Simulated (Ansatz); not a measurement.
SrTe:
```
CELL_PARAMETERS angstrom
      0.00000     3.35931     3.35931
      3.35931     0.00000     3.35931
      3.35931     3.35931     0.00000
ATOMIC_POSITIONS crystal
  Sr 0.00000 0.00000 0.00000
  Te 0.50000 0.50000 0.50000
```

Relaxed with PBE.

Give the Bader charges and basin volumes of the independent atoms, plane-wave PAW PBE (Ansatz code).



```json
[
 {"atom": "Sr1", "Bader charge (e)": "+1.44", "Bader volume (Å³)": "21.4"},
 {"atom": "Te2", "Bader charge (e)": "-1.44", "Bader volume (Å³)": "54.4"}
]
```

Space group Fm-3m (rock salt). The cell was relaxed with PBE under the symmetry of its start. Spin–orbit coupling is left out wherever it is not named.

Potentials: the later of the program's two PAW sets.
